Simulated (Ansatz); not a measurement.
Si4Ni3Pt: phonons across the zone

The calculation used DFT PBE, scalar-relativistic, plane waves, PAW in Ansatz. Settings: 420 eV plane-wave cutoff, Γ-centred 8×8×8 mesh, Fermi-Dirac smearing of 0.15 eV. No spin polarisation. Phonons by linear response, acoustic sum rule imposed.

Equilibrium structure at this level:
```yaml
crystal:
  lattice:
    - [4.57917, 0.00000, 0.00000]
    - [0.00000, 4.57917, 0.00000]
    - [0.00000, 0.00000, 4.81780]
  atoms:
    - { symbol: Si, position: [0.00000, 0.50000, 0.84893] }
    - { symbol: Si, position: [0.50000, 0.00000, 0.84893] }
    - { symbol: Si, position: [0.00000, 0.00000, 0.16535] }
    - { symbol: Si, position: [0.50000, 0.50000, 0.15351] }
    - { symbol: Ni, position: [0.00000, 0.50000, 0.33209] }
    - { symbol: Ni, position: [0.50000, 0.00000, 0.33209] }
    - { symbol: Ni, position: [0.50000, 0.50000, 0.65987] }
    - { symbol: Pt, position: [0.00000, 0.00000, 0.65920] }
```

The structure comes from a generated guess, relaxed at this level; another structure or a mixture of phases may lie lower. In a metal, frequencies and elastic constants depend on the k mesh and the smearing, soft modes and shear constants most. Spin–orbit coupling is left out, which matters for heavy elements.

Force constants from linear response on a 2×2×2 q mesh.

Path: Γ–X–M–Γ–Z–R–A–Z | X–R | M–A. Only the points of the 2×2×2 mesh were computed; the rest is interpolation, which is rough on so few points. On the mesh no mode is imaginary. Distance along the path (Å⁻¹), then the branches (cm⁻¹, negative for imaginary):
```
0.000  0 0 0 57 57 139 139 144 149 149 178 205 205 212 232 232 270 270 327 332 344 344 352 425
0.172  14 31 51 57 70 140 143 144 148 153 178 206 207 212 233 234 269 270 328 333 342 344 353 426
0.343  26 56 60 85 100 140 142 148 150 166 180 206 206 213 235 242 266 269 329 338 340 345 354 428
0.514  36 54 82 103 127 135 143 147 151 177 184 201 207 214 236 251 263 269 331 338 343 347 354 430
0.686  42 52 93 108 130 143 145 146 146 181 189 198 208 213 237 256 262 269 332 336 347 347 352 432
0.858  59 68 95 108 133 142 146 148 149 180 188 196 202 216 234 259 260 272 332 334 348 348 356 433
1.029  85 97 101 107 141 142 147 151 161 178 187 190 194 217 227 259 265 274 323 338 350 351 363 437
1.201  101 106 106 124 142 146 150 156 176 177 182 185 186 214 218 260 273 276 315 342 354 354 367 442
1.372  105 105 109 141 141 143 148 162 177 177 182 184 185 212 212 261 276 276 311 344 355 355 368 444
1.615  99 102 103 120 130 148 151 154 175 177 178 188 189 218 220 259 272 273 318 340 352 353 366 440
1.857  78 80 89 93 107 143 149 151 164 164 177 199 200 221 229 250 268 268 330 333 343 349 360 432
2.100  43 43 58 69 73 143 144 144 152 153 178 205 207 214 232 238 268 269 328 335 340 346 354 426
2.342  0 0 0 57 57 139 139 144 149 149 178 205 205 212 232 232 270 270 327 332 344 344 352 425
2.505  29 29 56 61 61 138 138 147 147 148 182 206 206 213 233 233 269 269 329 333 342 342 354 429
2.668  54 54 74 74 105 134 134 144 144 158 189 208 208 213 234 234 268 268 333 338 339 339 359 440
2.831  70 70 91 91 126 126 140 140 140 169 195 209 210 210 234 234 266 266 336 336 336 342 364 451
2.994  75 75 105 105 116 116 139 139 152 176 197 204 211 211 234 234 266 266 335 335 338 344 366 456
3.166  75 79 106 111 116 118 136 138 160 179 198 205 211 211 233 235 263 265 333 334 341 347 366 457
3.337  74 84 107 114 115 130 134 138 176 185 201 205 212 212 232 237 259 265 333 334 345 353 366 461
3.509  74 84 105 116 121 131 135 137 186 190 203 205 213 215 238 240 253 264 332 337 346 359 365 464
3.680  74 84 104 117 127 131 132 136 187 193 202 206 213 216 240 244 248 264 332 339 345 362 364 466
3.852  77 84 107 122 125 129 135 150 188 193 202 206 208 218 236 245 250 264 326 345 347 364 365 468
4.024  84 86 113 122 128 132 144 167 188 193 197 206 207 216 226 247 254 263 318 352 353 369 370 474
4.195  90 90 121 122 132 134 148 179 185 195 195 207 208 213 216 251 258 261 312 358 358 374 374 479
4.367  92 92 122 127 135 135 143 182 184 196 198 208 208 211 211 253 260 260 310 360 360 376 376 482
4.609  88 89 120 122 123 139 148 176 186 192 195 207 208 216 216 248 258 260 314 354 358 372 373 477
4.852  82 82 112 114 124 134 137 162 181 191 195 206 207 221 225 240 259 261 324 342 352 361 368 467
5.094  77 79 110 110 119 120 131 146 164 182 199 205 208 215 232 236 263 264 332 334 344 350 366 459
5.337  75 75 105 105 116 116 139 139 152 176 197 204 211 211 234 234 266 266 335 335 338 344 366 456
5.418  43 54 95 106 132 142 144 145 148 181 190 198 208 214 237 256 261 269 332 336 346 348 352 433
5.581  52 66 97 106 133 139 141 142 159 185 194 198 209 217 238 254 257 268 335 336 344 352 355 442
5.744  64 83 89 118 132 133 135 139 174 189 199 200 211 218 239 250 251 266 333 341 341 357 360 456
5.907  72 84 100 121 126 132 132 137 186 192 202 205 213 217 240 245 249 264 332 340 345 362 363 465
5.989  105 105 109 141 141 143 148 162 177 177 182 184 185 212 212 261 276 276 311 344 355 355 368 444
6.152  104 104 112 139 139 142 143 170 182 182 182 184 186 212 212 260 274 274 311 346 358 358 366 450
6.315  99 99 117 134 137 137 143 182 183 183 191 192 192 212 212 258 269 269 310 352 363 366 366 464
6.478  94 94 121 129 136 136 143 183 184 192 196 202 202 212 212 254 263 263 310 358 361 373 373 477
6.641  92 92 122 127 135 135 143 182 184 196 198 208 208 211 211 253 260 260 310 360 360 376 376 482
```
